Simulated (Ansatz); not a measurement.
Level of theory: Ansatz 0.2.0, DFT PBE, scalar-relativistic, plane waves, PAW, and for the lanthanide a 4f-in-core norm-conserving potential. All cells share a 690 eV cutoff and Γ-centred k meshes spaced at most about 0.3 Å⁻¹ (about 0.25 or finer for metals, 2π included). No spin polarisation in the final relaxations.

All energies are static (0 K, no zero-point motion). All come from trial cells, and lower structures may exist.

**Question.** Which of these relaxed structures of Ho3O is the lowest in energy?
A.

Space group P6/mmm (No. 191). a = 6.073 Å, b = 6.073 Å, c = 4.148 Å, α = 90.00°, β = 90.00°, γ = 120.00°
```
atom  site  symmetry       x       y       z
  Ho    2c      -6m2  0.3333  0.6667  0.0000
  Ho    1a     6/mmm  0.0000  0.0000  0.0000
   O    1b     6/mmm  0.0000  0.0000  0.5000
```

B.

Space group Pm-3m (No. 221). a = 4.548 Å, b = 4.548 Å, c = 4.548 Å, α = 90.00°, β = 90.00°, γ = 90.00°
| atom | site | symmetry | x | y | z |
| --- | --- | --- | --- | --- | --- |
| Ho | 3c | 4/mm.m | 0.0000 | 0.5000 | 0.5000 |
| O | 1a | m-3m | 0.0000 | 0.0000 | 0.0000 |

C.

Space group Fm-3m (No. 225). a = 7.273 Å, b = 7.273 Å, c = 7.273 Å, α = 90.00°, β = 90.00°, γ = 90.00°
```
atom  site  symmetry       x       y       z
  Ho    8c      -43m  0.2500  0.7500  0.7500
  Ho    4b      m-3m  0.5000  0.0000  0.0000
   O    4a      m-3m  0.0000  0.0000  0.0000
```

D.

Space group Pm-3n (No. 223). a = 5.753 Å, b = 5.753 Å, c = 5.753 Å, α = 90.00°, β = 90.00°, γ = 90.00°
```
atom  site  symmetry       x       y       z
  Ho    6c     -4m.2  0.5000  0.2500  0.0000
   O    2a      m-3. 0.5000  0.5000  0.5000
```

**Answer.** A. It has space group P6/mmm (No. 191); the next, D, with space group Pm-3n (No. 223), lies 0.31 eV/atom higher. Counting Ho atoms around O (those within 1.25 times the shortest such distance or 1.15 times the sum of covalent radii, 1.27 where that leaves under three; the shortest distance is added where it exceeds 1.18 times the sum of covalent radii), the lowest has O 2 and the next has O 12 from 3.2 Å.

In P6/mmm, Pm-3m, Fm-3m an odd number of valence electrons (the lanthanide is held trivalent, its 4f shell in the core) allows no gap without spin; another valence of the lanthanide, a larger cell or a magnetic state could open one. A magnetic state wasn't ruled out in cells without spin, among them P6/mmm, Pm-3m, Fm-3m. Cells relaxed within their symmetry can be saddle points. Some structure types and database cells were kept out of the candidates from the start, so a known form may be missing.

The lanthanide is trivalent by construction, without f bands, f moments or other valences.
